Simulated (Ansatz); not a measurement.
## What DFT gives for K3Cd3P2

```
P Cd K
1.0
     3.02958    5.24738    0.00000
    -3.02958    5.24738    0.00000
     0.00000   -3.49825    7.03724
P Cd K
2 3 3
Cartesian
  0.0000 6.9965 1.6200
  0.0000 0.0000 5.4173
  0.0000 5.2474 0.0000
  -1.5148 2.6237 0.0000
  1.5148 2.6237 0.0000
  0.0000 3.4983 3.5186
  0.0000 0.0000 1.9528
  0.0000 6.9965 5.0844
```

Method: LDA, no spin polarisation; PAW, plane waves to 420 eV, 7×7×7 Γ-centred mesh, fermi-dirac occupations (width 0.1 eV) (Ansatz 0.2.0), atoms fixed.

Electronic structure: It is a metal, with about 3.8 states/eV a cell as the mean within 0.25 eV of the Fermi level.
Stress: The pressure is 2.1 GPa (compression positive), so with the atoms held at these fractions the cell would first expand; the forces are large, so a full relaxation may end otherwise.
Formation energy: -0.04 eV an atom against the elements' usual phases (free molecules for gases, crystals otherwise, with no correction for O₂ or N₂), too near zero to call. Relaxing would lower it.
Forces: The largest is on P1 (and as large on other atoms): 1.96 eV/Å, components (0.00, 0.00, 1.96). It makes 133° with the line to a nearest neighbour, Cd3 at 2.38 Å.

Origin: a known structure type with other elements, at an estimated volume, so it need not be a known compound. Caveats: atoms or cell far from equilibrium.
